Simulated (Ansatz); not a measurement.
Relaxed SiO₂ (rutile):

```
CELL_PARAMETERS angstrom
      4.18520     0.00000     0.00000
      0.00000     4.18520     0.00000
      0.00000     0.00000     2.66883
ATOMIC_POSITIONS crystal
  Si 0.50000 0.50000 0.50000
  Si 0.00000 0.00000 0.00000
  O  0.80610 0.80610 0.50000
  O  0.30610 0.69390 0.00000
  O  0.69390 0.30610 0.00000
  O  0.19390 0.19390 0.50000
```

Method: r2SCAN (plane waves to 500 eV, PAW, scalar-relativistic; Ansatz, a program for electronic structure). k mesh 7×7×10 (Γ-centred), Fermi-Dirac smearing 0.05 eV. SiO2 was relaxed with its symmetry unable to fall.

One atom of the cell was then moved (with its periodic images), all else fixed, and the forces (eV/Å) came out as:

```json
[
 {"atom": "Si1", "Fx": "-1.067", "Fy": "1.067", "Fz": "-2.278"},
 {"atom": "Si2", "Fx": "-0.022", "Fy": "0.022", "Fz": "-0.309"},
 {"atom": "O3", "Fx": "0.025", "Fy": "0.014", "Fz": "-0.912"},
 {"atom": "O4", "Fx": "0.013", "Fy": "-0.013", "Fz": "0.048"},
 {"atom": "O5", "Fx": "1.065", "Fy": "-1.065", "Fz": "4.363"},
 {"atom": "O6", "Fx": "-0.014", "Fy": "-0.025", "Fz": "-0.912"}
]
```

Which atom was moved, and by which vector (Å)?

O5, by (0.00, 0.00, -0.21), 0.21 Å in all.

(A displaced cell: forces are minus the slopes of the energy, force constants its curvatures, and phonons follow from these.)
